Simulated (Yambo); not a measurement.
```xyz
6
Lattice="4.2415 0.0000 0.0000 1.5708 3.9636 0.0000 0.0540 0.1014 7.6788" Properties=species:S:1:pos:R:3 pbc="T T T"
S      3.1339     2.0753     3.7823
S      5.6508     3.7703     7.6002
Ag     4.4100     2.9310     5.6769
Ag     2.1245     1.3721     7.4569
Ag     0.8688     0.5238     3.8900
Ag     4.3381     2.8560     1.8290
```

Ag$_{2}$S (space group P1, No. 1): mean Im ε in 1 eV windows above the direct gap of 2.15 eV, for different electron-hole kernels (Yambo, broadening 0.15 eV, PBEsol (Quantum ESPRESSO, PseudoDojo norm-conserving, 82 Ry, scalar-relativistic) bands; 4×4×2 mesh, 26 valence and 10 conduction bands, static screening with 92 bands and a 3 Ry block, scissor 0.88 eV, Tamm-Dancoff; field along x).

```json
[
 {"window (eV)": "2.2 to 3.2", "independent quasiparticles": "7.8", "RPA (no attraction)": "6.9", "BSE": "12"},
 {"window (eV)": "3.2 to 4.2", "independent quasiparticles": "13", "RPA (no attraction)": "13", "BSE": "12"},
 {"window (eV)": "4.2 to 5.2", "independent quasiparticles": "7.7", "RPA (no attraction)": "7.2", "BSE": "7.6"},
 {"window (eV)": "5.2 to 6.2", "independent quasiparticles": "7.3", "RPA (no attraction)": "6.6", "BSE": "6.5"},
 {"window (eV)": "6.2 to 7.2", "independent quasiparticles": "6.2", "RPA (no attraction)": "5.4", "BSE": "5.0"},
 {"window (eV)": "7.2 to 8.2", "independent quasiparticles": "5.4", "RPA (no attraction)": "5.1", "BSE": "3.8"}
]
```

This run doesn't resolve bound excitons or single peaks, so only averages are given, and they too depend on the mesh; weight that the attraction moves below the gap isn't listed. All transitions below 9.52 eV are in the band window. The scissor comes from a G0W0 run whose convergence isn't established.

Spin-orbit splittings are left out.

Geometry of the Materials Project entry, not relaxed at this level.

The structure is a Materials Project entry; no match was found in the copy of COD used, and its stability was not checked.
